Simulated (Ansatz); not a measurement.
TiC (rock salt, Fm-3m) at seven volumes, DFT-r²SCAN in the program Ansatz with PAW potentials, scaled uniformly. One row is withheld.

```json
[
 {"V (Å³/atom)": "9.221", "P (GPa)": "?"},
 {"V (Å³/atom)": "9.525", "P (GPa)": "18.33"},
 {"V (Å³/atom)": "9.829", "P (GPa)": "8.47"},
 {"V (Å³/atom)": "10.133", "P (GPa)": "-0.01"},
 {"V (Å³/atom)": "10.437", "P (GPa)": "-7.31"},
 {"V (Å³/atom)": "10.741", "P (GPa)": "-13.61"},
 {"V (Å³/atom)": "11.045", "P (GPa)": "-19.03"}
]
```

Q: Fit the shown pressures and predict the withheld one.

A: P = (3/2)B₀(x^(7/2) − x^(5/2))[1 + (3/4)(B′ − 4)(x − 1)] with x = (V₀/V)^(2/3). Least squares on the six rows gives V₀ = 10.133 Å³/atom, B₀ = 262 GPa, B′ = 3.98. At V = 9.221, x = 1.0649 and P = 29.82 GPa. The run itself gave 29.78 GPa.

The cell was relaxed with r²SCAN under the symmetry of its start. No spin polarisation was allowed.

Potentials: the later of the program's two PAW sets.
